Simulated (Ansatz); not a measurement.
Given:

Y₃Cu₄Ge₄:
Space group Immm (No. 71); a = 4.183 Å, b = 6.628 Å, c = 13.880 Å, α = 90.00°, β = 90.00°, γ = 90.00°

```csv
atom,site,symmetry,x,y,z
Y,2d,mmm,0.0000,0.5000,0.0000
Y,4i,mm2,0.0000,0.0000,0.1307
Cu,8l,m..,0.0000,0.1882,0.3314
Ge,4j,mm2,0.0000,0.5000,0.2169
Ge,4h,m2m,0.5000,0.1906,0.0000
```
(The calculation used a cell of 11 atoms; values per cell refer to that cell.)

This is the r²SCAN-relaxed structure.

All from plane-wave PAW r²SCAN (Ansatz code), unless another level is named. Predict the electronic character.

metallic (no gap).

And the formation energy from the elements (no fitted shifts)?

-0.70 eV/atom.

Next, the density of states at the Fermi level?

0.19 states/eV per atom (mean over ±0.08 eV).

The workflow started from a Materials Project entry (that database holds measured and hypothetical structures alike); the Crystallography Open Database copy checked does not list it. Its standing as an ambient phase is unchecked. Symmetry was held in the r²SCAN relaxation; whether a distortion lowers the energy is not shown. No spin polarisation was allowed. The references are the lowest solids computed at this level, not always the standard phases. Scalar-relativistic: spin–orbit coupling is off unless named, which matters more the heavier the elements.

Potentials: the later of the program's two PAW sets.
